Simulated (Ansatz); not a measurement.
The elements of this relaxed trial crystal are hidden behind letters.

```
lattice vectors (Å)
   7.4231   -1.5734    0.0000
   7.4231    1.5734    0.0000
  -0.1768    0.0000    4.9316
fractional positions
X 0.3433 0.3433 0.9743
Z 0.6578 0.6578 0.0199
Z 0.9955 0.9955 0.4972
Q 0.4330 0.4330 0.6952
Q 0.7831 0.7831 0.8079
Q 0.0962 0.0962 0.8097
Q 0.8994 0.8994 0.1833
Q 0.2293 0.2293 0.1936
Q 0.5624 0.5624 0.3190
```

Theory: DFT PBE, scalar-relativistic, plane waves, PAW (Ansatz 0.2.0). The final run on the 9-atom cell used 420 eV, a Γ-centred 10×10×6 mesh, 0.02 eV smearing and no spin polarisation.

| Item | Value |
| --- | --- |
| Space group | Cm (No. 8) |
| Conventional cell | a = 14.846 Å, b = 3.147 Å, c = 4.935 Å, β = 92.1° |
| Volume per atom | 12.80 Å³ |
| Density | 5.50 g/cm³ |
| Formation energy | −2.016 eV/atom |
| Gap on the 10×10×6 mesh of the 9-atom cell | 1.87 eV |

Energies are uncorrected and count from the elements' standard states at the same level.

Q: X is a d-block element of period 4, Z is a p-block element of period 5 and Q is a p-block element of period 2. Which elements are they?

A: X = Ti, Z = Sn, Q = O, so the formula is TiSn2O6. Density times volume gives a mean mass of 5.50 × 12.80/1.6605 = 42.4 u per atom, and this set has 42.4 u. Around Ti lie 6 O at 1.95–2.04 Å, 2 Ti at 3.15 Å and 2 Sn at 3.19 Å; Sn on its first site is surrounded by 6 O at 2.07–2.17 Å, 2 Sn at 3.15 Å and 2 Ti at 3.19 Å; O on its first site is surrounded by 1 Ti at 1.95 Å and 2 Sn at 2.09 Å; 6 more sites not described. Other sets within the hints have nearly the same mass, so mass alone doesn't settle it; this one was computed.

Kohn–Sham gaps at this level usually fall short of measured ones. A structure relaxed within its symmetry needn't be a true minimum.
